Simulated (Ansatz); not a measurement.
The relaxed structure here is a generated cell of Al2Cu: the first start was made by a random draw of sites in a space group, and the end was not matched to a known phase here, so it may be hypothetical. Known forms of Al2Cu include space group No. 140.

A relaxed structure of Al₂Cu. Computed with PBE (plane waves to 420 eV, PAW, scalar-relativistic; Ansatz, a program for electronic structure).

```
CELL_PARAMETERS angstrom
      4.73067     0.00000     0.00000
     -2.36534     4.09688     0.00000
      0.00000     0.00000     7.87089
ATOMIC_POSITIONS crystal
  Al 0.50000 0.00000 0.91549
  Al 0.50000 0.50000 0.24882
  Al 0.00000 0.50000 0.58216
  Al 0.00000 0.00000 0.11763
  Al 0.00000 0.00000 0.45097
  Al 0.00000 0.00000 0.78430
  Cu 0.50000 0.00000 0.36934
  Cu 0.50000 0.50000 0.70267
  Cu 0.00000 0.50000 0.03600
```

Task: Determine the symmetry and give the standard cell with its independent sites.

Result: Space group P6₂ (No. 171); a = b = 4.7307 Å, c = 7.8709 Å, α = β = 90.00°, γ = 120.00°

```json
[
 {"atom": "Al", "site": "3b", "symmetry": "2..", "x": "0.5000", "y": "0.5000", "z": "0.2488"},
 {"atom": "Al", "site": "3a", "symmetry": "2..", "x": "0.0000", "y": "0.0000", "z": "0.1176"},
 {"atom": "Cu", "site": "3b", "symmetry": "2..", "x": "0.5000", "y": "0.5000", "z": "0.7027"}
]
```

Task: Give the shortest distances between elements (the closest pairs, up to four, under 3.6 Å).

Result: Al–Cu 2.45 Å; Al–Al 2.58 Å; Cu–Cu 3.53 Å.

| Quantity | Value |
|---|---|
| Volume per atom | 16.95 Å³ |
| Density | 3.84 g/cm³ |
| Band gap | no gap (metallic) |

No spin polarisation in the result.

The run could not lose the symmetry of its start, so the end can be a saddle point.
